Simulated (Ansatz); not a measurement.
Input:

B:
```cif
data_B4
_chemical_formula_sum 'B4'
_space_group_name_H-M_alt 'P 1'
_space_group_IT_number 1
_cell_length_a 3.03179
_cell_length_b 3.03179
_cell_length_c 3.25662
_cell_angle_alpha 90.000
_cell_angle_beta 90.000
_cell_angle_gamma 122.239
loop_
_space_group_symop_operation_xyz
  'x, y, z'
loop_
_atom_site_label
_atom_site_type_symbol
_atom_site_fract_x
_atom_site_fract_y
_atom_site_fract_z
_atom_site_occupancy
B1 B 0.34410 0.65590 0.59021 1
B2 B 0.65590 0.34410 0.40979 1
B3 B 0.84410 0.15590 0.90979 1
B4 B 0.15590 0.84410 0.09021 1
```

This is the r²SCAN+D4-relaxed structure.

Problem. All from plane-wave PAW r²SCAN+D4 (Ansatz code), unless another level is named. Give the electronic character.

Solution. metallic (no gap).

Problem. Give the density of states at the Fermi level.

Solution. 0.03 states/eV per atom (mean over ±0.08 eV).

Space group Cmce. A made-up cell: these elements were put on the sites of a structure type; neither database checked (COD, Materials Project) lists it. It is not the phase usual at ambient conditions (space group No. 166). Symmetry was held in the r²SCAN+D4 relaxation; its stability against distortions is not shown here.

Potentials: the later of the program's two PAW sets.
